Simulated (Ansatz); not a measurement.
**AgW: computed property card**

AgW:
```
AgW
1.0
    2.66015     0.00000     0.00000
    0.00000     2.66015     0.00000
    0.00000     0.00000     4.48203
Ag W
1 1
Direct
  0.00000   0.00000   0.00000
  0.50000   0.50000   0.50000
```

Space group P4/mmm (No. 123), L1₀ or tetragonal B2; conventional cell a = 2.660 Å, b = 2.660 Å, c = 4.482 Å, α = 90.00°, β = 90.00°, γ = 90.00°.

Method: plane-wave PAW PBEsol (Ansatz code). Structure relaxed to zero pressure with the same functional. Other levels are named where they apply.

Cell and energy:

```yaml
volume_per_atom: 15.86 Å³
density: 15.27 g/cm³
Formation energy from the elements (no fitted shifts): 0.64 eV/atom
```

Electronic structure:

```yaml
electronic_character: metallic (no gap)
Density of states at the Fermi level: 0.70 states/eV per atom (mean over ±0.08 eV)
Gap with spin–orbit coupling: none (metallic)
```

Mechanics:

```yaml
Bulk modulus (Birch–Murnaghan fit): 215 GPa
Pressure derivative B′: 5.0
Elastic constants (relaxed ions, GPa): C11 = 451, C12 = 115, C13 = 147, C33 = 283, C44 = 104, C66 = -6.7
mechanical_stability: unstable (C has a negative eigenvalue)
```

Phonons:

```yaml
highest_zone_centre_frequency: 192 cm⁻¹
zone_centre_stability: no imaginary mode at Γ
```

The start of the workflow was typed in or built on a structure type; neither database checked (COD, Materials Project) lists it. Its standing as an ambient phase is unchecked. The PBEsol relaxation kept the symmetry of its start. The run is not spin-polarised. Its formation energy is positive at this level, so the cell may be metastable or incomplete. As this level gives no gap, shear constants depend on the k-mesh and smearing (Fermi–Dirac, 0.1 eV here). As this level gives no gap, phonon frequencies hold no LO–TO term and depend on the k-mesh and smearing (Fermi–Dirac, 0.1 eV here). Axis ratios of metals converge slowly with the k-mesh, so a and c are less sure than the volume. On the denser mesh and wider smearing of the elastic run this cell carries a stress of 0.7 GPa. The references are the lowest solids computed at this level, not always the standard phases. Spin–orbit coupling is left out wherever it is not named.

Potentials: the earlier of the program's two PAW sets. The files were generated under PBE; for other functionals the program regenerates the frozen cores, and for LDA and PBEsol the local potential too.
